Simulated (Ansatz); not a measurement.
# Eigenvalues along a path: Pd (diamond type)

```xyz
2
Lattice="0.0000 2.1525 2.1525 2.1525 0.0000 2.1525 2.1525 2.1525 0.0000" Properties=species:S:1:pos:R:3 pbc="T T T"
Pd   -0.5381   -0.5381   -0.5381
Pd    0.5381    0.5381    0.5381
```

The cell comes from a relaxation on PAW files under the same functional, begun from a prototype that needn't be the stable phase.

Level of theory: DFT with LDA, scalar-relativistic, in Ansatz 0.2.0; a Γ-centred 13×13×13 k mesh, Fermi–Dirac smearing of 0.1 eV, no spin polarisation. LAPW: all electrons, basis error target 1 meV/atom.

This run: volume at 0.45 of the series' base cell.

The structure type is held throughout; the real material can change phase at far lower pressure.

Path points, in fractions of the reciprocal vectors: Γ (0.000, 0.000, 0.000), X (0.500, 0.000, 0.500), U (0.625, 0.250, 0.625), K (0.375, 0.375, 0.750), L (0.500, 0.500, 0.500), W (0.500, 0.250, 0.750). The distance column jumps between branches of the path. Levels in eV from the Fermi level; bands 27 to 40, counted from the lowest band of the run. The gap is zero, the pressure 568.1 GPa.

```
# k(1/Å) point b27 b28 b29 b30 b31 b32 b33 b34 b35 b36 b37 b38 b39 b40
0.000 Γ -12.07 -12.07 -11.47 -9.74 -9.74 -9.74 -4.37 -4.37 -4.37 0.06 0.06 13.65 13.85 13.85
0.182 - -12.28 -11.98 -11.30 -9.77 -9.77 -9.46 -4.76 -4.32 -4.32 -0.11 0.21 12.25 13.88 13.88
0.365 - -12.72 -11.73 -10.81 -9.87 -9.87 -8.81 -5.72 -4.14 -4.14 -0.62 0.46 11.17 13.78 13.78
0.547 - -13.17 -11.31 -10.10 -10.03 -10.03 -8.00 -6.83 -3.79 -3.79 -1.40 0.61 10.42 12.95 12.95
0.730 - -13.51 -10.73 -10.27 -10.27 -9.67 -7.43 -7.13 -3.23 -3.23 -2.39 0.60 9.82 11.33 11.33
0.912 - -13.68 -10.52 -10.52 -10.32 -10.01 -6.68 -6.26 -3.51 -2.48 -2.48 0.53 8.90 9.47 9.47
1.095 - -13.66 -11.31 -10.76 -10.76 -9.14 -5.45 -5.43 -4.70 -1.60 -1.60 0.58 7.09 7.73 7.73
1.277 - -13.41 -12.21 -10.92 -10.92 -8.15 -5.90 -4.74 -4.53 -0.81 -0.81 1.19 4.80 6.39 6.39
1.459 X -12.92 -12.92 -10.97 -10.97 -7.06 -7.06 -4.35 -4.35 -0.45 -0.45 2.67 2.67 5.85 5.85
1.524 - -12.97 -12.91 -10.99 -10.90 -7.07 -7.06 -4.40 -4.35 -0.44 -0.42 2.66 2.68 5.75 5.90
1.589 - -13.08 -12.88 -11.02 -10.70 -7.08 -7.06 -4.55 -4.36 -0.41 -0.32 2.62 2.73 5.46 6.03
1.653 - -13.23 -12.83 -11.09 -10.42 -7.09 -7.05 -4.78 -4.38 -0.37 -0.19 2.58 2.81 5.01 6.25
1.718 - -13.38 -12.76 -11.17 -10.07 -7.11 -7.05 -5.07 -4.40 -0.31 -0.05 2.55 2.90 4.48 6.56
1.782 - -13.51 -12.68 -11.28 -9.69 -7.13 -7.03 -5.41 -4.42 -0.24 0.05 2.57 2.95 3.94 6.94
1.847 - -13.62 -12.57 -11.40 -9.28 -7.15 -7.02 -5.78 -4.45 -0.15 0.08 2.66 2.71 3.68 7.39
1.911 - -13.71 -12.45 -11.54 -8.87 -7.17 -6.99 -6.17 -4.48 -0.06 0.03 2.11 2.85 3.78 7.91
1.976 U -13.75 -12.32 -11.68 -8.46 -7.20 -6.96 -6.57 -4.50 -0.12 0.03 1.39 3.14 4.03 8.48
2.869 K -13.75 -12.32 -11.68 -8.46 -7.20 -6.96 -6.57 -4.50 -0.12 0.03 1.39 3.14 4.03 8.48
3.063 - -13.67 -12.13 -11.89 -7.75 -7.36 -7.27 -6.82 -4.44 -0.87 -0.86 0.32 4.47 5.12 10.51
3.256 - -13.25 -12.52 -11.51 -8.75 -7.39 -6.79 -6.57 -4.12 -2.85 -1.79 0.56 6.23 6.63 12.85
3.450 - -12.78 -12.55 -11.37 -9.34 -7.60 -6.95 -6.23 -5.02 -2.78 -2.65 0.68 8.17 8.50 13.45
3.643 - -12.87 -11.73 -11.57 -9.48 -7.94 -7.91 -5.80 -5.73 -3.35 -1.84 0.68 9.78 10.61 13.60
3.837 - -12.78 -11.84 -11.03 -9.50 -9.10 -8.42 -5.67 -5.32 -3.84 -1.00 0.55 10.53 12.61 14.86
4.030 - -12.53 -12.01 -10.90 -9.75 -9.57 -8.99 -5.20 -4.86 -4.14 -0.39 0.34 11.15 13.72 14.25
4.224 - -12.23 -12.06 -11.29 -9.77 -9.69 -9.51 -4.63 -4.50 -4.31 -0.04 0.15 12.18 13.88 13.94
4.417 Γ -12.07 -12.07 -11.47 -9.74 -9.74 -9.74 -4.37 -4.37 -4.37 0.06 0.06 13.65 13.85 13.85
4.575 - -12.12 -12.12 -11.35 -9.76 -9.64 -9.64 -4.51 -4.41 -4.41 0.06 0.06 12.43 13.90 13.90
4.733 - -12.23 -12.23 -11.04 -9.75 -9.42 -9.42 -4.89 -4.52 -4.52 0.03 0.03 11.43 14.06 14.06
4.891 - -12.31 -12.31 -10.84 -9.43 -9.24 -9.24 -5.41 -4.58 -4.58 -0.03 -0.03 10.62 14.34 14.34
5.049 - -12.31 -12.31 -10.93 -9.26 -9.26 -8.65 -5.91 -4.47 -4.47 -0.14 -0.14 9.59 12.63 14.74
5.207 - -12.18 -12.18 -11.14 -9.53 -9.53 -7.89 -5.97 -4.15 -4.15 -0.32 -0.32 7.76 11.58 15.18
5.365 - -11.93 -11.93 -11.35 -9.98 -9.98 -7.78 -5.06 -3.71 -3.71 -0.55 -0.55 5.52 11.23 15.55
5.523 - -11.57 -11.57 -11.50 -10.50 -10.50 -7.92 -3.76 -3.31 -3.31 -0.79 -0.79 3.54 11.12 15.72
5.681 L -11.56 -11.25 -11.25 -10.89 -10.89 -7.99 -3.14 -3.14 -3.07 -0.90 -0.90 2.63 11.09 15.75
5.810 - -11.92 -11.51 -11.30 -10.64 -10.39 -7.89 -3.47 -3.30 -2.76 -0.91 -0.81 2.63 11.21 15.04
5.939 - -12.44 -11.89 -11.24 -10.28 -9.66 -7.64 -3.91 -3.75 -2.36 -0.94 -0.58 2.60 11.40 13.57
6.068 - -12.89 -12.26 -11.11 -9.89 -8.90 -7.34 -4.41 -4.32 -1.81 -0.96 -0.30 2.56 11.01 11.82
6.197 - -13.22 -12.61 -10.93 -9.49 -8.17 -7.21 -4.93 -4.80 -1.09 -0.93 -0.02 2.53 9.82 9.98
6.326 - -13.45 -12.92 -10.68 -9.07 -7.50 -7.42 -5.46 -5.03 -0.76 -0.19 0.25 2.53 8.17 8.32
6.455 - -13.57 -13.18 -10.35 -8.76 -7.80 -6.98 -5.91 -5.13 -0.41 0.35 1.00 2.64 6.46 6.75
6.584 - -13.59 -13.39 -9.94 -8.95 -7.74 -6.93 -5.95 -5.32 0.03 0.44 2.26 2.99 4.95 5.18
6.713 W -13.53 -13.53 -9.45 -9.45 -7.33 -7.33 -5.62 -5.62 0.34 0.34 3.65 3.65 3.77 3.77
6.805 - -13.51 -13.51 -9.52 -9.52 -7.30 -7.30 -5.58 -5.58 0.32 0.32 3.41 3.41 4.05 4.05
6.896 - -13.46 -13.46 -9.70 -9.70 -7.24 -7.24 -5.45 -5.45 0.26 0.26 3.15 3.15 4.39 4.39
6.987 - -13.38 -13.38 -9.96 -9.96 -7.17 -7.17 -5.26 -5.26 0.16 0.16 2.95 2.95 4.74 4.74
7.078 - -13.28 -13.28 -10.24 -10.24 -7.12 -7.12 -5.02 -5.02 0.03 0.03 2.81 2.81 5.08 5.08
7.169 - -13.16 -13.16 -10.51 -10.51 -7.09 -7.09 -4.77 -4.77 -0.14 -0.14 2.73 2.73 5.38 5.38
7.261 - -13.05 -13.05 -10.75 -10.75 -7.07 -7.07 -4.55 -4.55 -0.29 -0.29 2.69 2.69 5.63 5.63
7.352 - -12.96 -12.96 -10.91 -10.91 -7.07 -7.07 -4.40 -4.40 -0.41 -0.41 2.67 2.67 5.79 5.79
7.443 X -12.92 -12.92 -10.97 -10.97 -7.06 -7.06 -4.35 -4.35 -0.45 -0.45 2.67 2.67 5.85 5.85
```
